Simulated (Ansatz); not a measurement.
# PbTe (rock salt), energy against volume

PbTe (rock salt), conventional cell a = 6.5347 Å, b = 6.5347 Å, c = 6.5347 Å, α = 90.00°, β = 90.00°, γ = 90.00°. The calculation uses the primitive cell of 2 atoms, to which meshes and values per cell refer.

Equation-of-state scan: isotropic scaling of the cell above, V₀ being its volume. Symmetry pins the atoms to their sites.

These are r2SCAN (plane waves to 500 eV, PAW, scalar-relativistic; Ansatz, a first-principles code) values and carry that method's errors. k mesh 9×9×9 (Γ-centred), Fermi-Dirac smearing 0.05 eV. The energy includes the smearing's −TS. Stress and pressure are positive under compression. PbTe was relaxed with its symmetry unable to fall. Spin-orbit coupling is left out, though Pb and Te are heavy. ΔE is measured from the relaxed starting cell.

| V (Å³/atom) | ΔE (meV/atom) | P (GPa) |
|---|---|---|
| 29.300 | 160.7 | 10.8 |
| 30.416 | 96.1 | 7.8 |
| 31.532 | 50.6 | 5.3 |
| 32.649 | 21.1 | 3.2 |
| 33.765 | 5.0 | 1.5 |
| 34.881 | 0.0 | 0.0 |
| 35.997 | 4.5 | -1.2 |
| 37.113 | 16.8 | -2.3 |
| 38.230 | 35.8 | -3.1 |
| 39.346 | 60.3 | -3.9 |
| 40.462 | 89.5 | -4.5 |

What the scan shows:

- Pressure at the smallest volume: 10.8 GPa
- Energy cost of the largest compression: 160.7 meV/atom
- Energy cost of the largest expansion: 89.5 meV/atom
- Bulk modulus B₀ (third-order Birch-Murnaghan fit): 42.1 GPa
- Pressure derivative B₀′ (fit): 4.5
- Equilibrium volume of the fit: 34.88 Å³/atom
- Pressure for 5 % compression (fit): 2.4 GPa

(Under strain, the slope of the energy per volume gives the stress and its curvature an elastic modulus.)
